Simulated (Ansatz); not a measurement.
Several occupations of a fcc lattice at one composition, 3 Pt, 2 Ru, 1 Au, 1 Ag, 9 Os. Sites, in fractions of the cell -3.909 3.909 -3.909; 3.909 3.909 3.909; 3.909 -3.909 -3.909 Å:

| cell | sites |
| --- | --- |
| all | Os (0.00 0.75 0.25), Os (0.25 0.00 0.75), Os (0.25 0.75 0.00) |
| 1 | Ag (0.75 0.00 0.25), Au (0.00 0.50 0.50), Os (0.00 0.00 0.00), Os (0.25 0.25 0.50), Os (0.50 0.00 0.50), Os (0.50 0.25 0.25), Os (0.50 0.75 0.75), Os (0.75 0.50 0.75), Pt (0.25 0.50 0.25), Pt (0.50 0.50 0.00), Pt (0.75 0.75 0.50), Ru (0.00 0.25 0.75), Ru (0.75 0.25 0.00) |
| 2 | Ag (0.75 0.00 0.25), Au (0.50 0.00 0.50), Os (0.00 0.50 0.50), Os (0.25 0.50 0.25), Os (0.50 0.25 0.25), Os (0.50 0.50 0.00), Os (0.75 0.50 0.75), Os (0.75 0.75 0.50), Pt (0.00 0.00 0.00), Pt (0.00 0.25 0.75), Pt (0.50 0.75 0.75), Ru (0.25 0.25 0.50), Ru (0.75 0.25 0.00) |
| 3 | Ag (0.00 0.00 0.00), Au (0.50 0.50 0.00), Os (0.00 0.25 0.75), Os (0.25 0.25 0.50), Os (0.50 0.75 0.75), Os (0.75 0.00 0.25), Os (0.75 0.25 0.00), Os (0.75 0.75 0.50), Pt (0.00 0.50 0.50), Pt (0.25 0.50 0.25), Pt (0.75 0.50 0.75), Ru (0.50 0.00 0.50), Ru (0.50 0.25 0.25) |

Each was relaxed without symmetry on coarser meshes and computed once more. These are results of DFT PBE, scalar-relativistic, plane waves, PAW in Ansatz, not measurements.

Cutoff 420 eV; k points 6×6×6 on the computed 16-atom cell (Γ-centred); Gaussian smearing, width 0.10 eV; no spin polarisation.

Warren–Cowley parameters of the first shell of the sublattice with most elements (negative: unlike neighbours preferred):
```
cell Os-Pt Os-Ru Ag-Os Au-Os Pt-Ru Ag-Pt
   1  -0.04   0.04  -0.04  -0.04  -0.11   0.11
   2  -0.04  -0.04   0.11  -0.04  -0.33  -0.33
   3  -0.14  -0.11  -0.33  -0.33  -0.11   0.11
```

Which occupation is lowest in energy, and by how much?

Cell 2.
| cell | E − E(lowest) (meV/atom) | V (Å³/atom) |
| --- | --- | --- |
| 2 | 0.0 | 14.85 |
| 1 | 21.4 | 14.84 |
| 3 | 119.2 | 14.81 |

The final mesh leaves forces up to 0.16 eV/Å and stresses up to 0.5 GPa: the relaxation ran on a coarser mesh, so the cell's shape, its bonds and its energy belong partly to that mesh.

Spin–orbit coupling is left out, which can shift energies with elements as heavy as these.

Cost: 6 runs of about 36 core-minutes in all (earlier runs that led there not counted), on Intel Xeon Platinum 8488C (Sapphire Rapids) (shared hosts).